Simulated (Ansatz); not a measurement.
VPt₂: from a starting cell to a relaxed one

The start is a relaxed VPt2 cell shaken by Gaussian noise of σ = 0.08 Å a coordinate. The structure is fully relaxed (lattice and positions, P = 0) with PBEsol (plane waves to 420 eV, PAW, scalar-relativistic; Ansatz, a program for electronic structure). First-step values are on the input's coarse k-mesh.

Ansatz input (later rounds restart from its end on a renewed k-mesh):
Ansatz 0.2 input:
```yaml
crystal:
  lattice:
    - [8.1844650252, 0, 0]
    - [-4.0922325126, 7.0879546282, 0]
    - [0, 0, 2.6621700438]
  atoms:
    - { symbol: Pt, position: [0.1854343415, 0.3579433287, -0.0177989544] }
    - { symbol: Pt, position: [0.6553865251, 0.8405078149, 0.3742096845] }
    - { symbol: Pt, position: [0.1713662036, 0.8224254249, 0.6580917109] }
    - { symbol: Pt, position: [0.7991098503, 0.6408791105, 0.0328659909] }
    - { symbol: Pt, position: [0.3510165572, 0.1814470293, 0.3612522151] }
    - { symbol: Pt, position: [0.8088848095, 0.1768880443, 0.6509212009] }
    - { symbol: V, position: [0.4959561026, 0.4959107782, 0.6584687928] }
    - { symbol: V, position: [0.4970867684, 0.0009033547, 0.0034544113] }
    - { symbol: V, position: [-0.0094736918, 0.5004669242, 0.3524154036] }
basis: { ecutwfc: 420, ecutrho_ratio: 4, xc_grid: 2, fft_grid_basis: typed }
kpoints: { mp_grid: { grid: [5, 5, 12] } }
hamiltonian:
  xc: pbesol
  dispersion: none
  pseudopotentials: { kind: paw }
scf: { occupations: { method: fermi_dirac, width: 0.05 } }
relax: { f_tol: 0.01, max_steps: 100, cell: { stress_tol: 0.02 } }
output: { forces: true, stress: true }
```

Question: Which atoms feel the largest initial force, and how large is it?

Answer: 2.09 eV/Å, on Pt6 (atoms numbered as listed).

Question: How much energy is released per atom?

Answer: 0.30 eV/atom.

Question: How does the volume per atom move from start to end?

Answer: -13.7 %, from 17.16 to 14.81 Å³/atom.

Question: Is the parent structure recovered?

Answer: It does not go back: it reaches Cm (No. 8), 0.25 eV/atom below the parent.

Question: What band gap does the relaxed structure have at this level?

Answer: No gap (metallic).

Final values are on a 15×15×6 k-mesh of the relaxed cell. No spin polarisation in the result.

The relaxed structure here is a generated cell of VPt2: the first start was made by a random draw of sites in a space group, and the end was not matched to a known phase here, so it may be hypothetical.
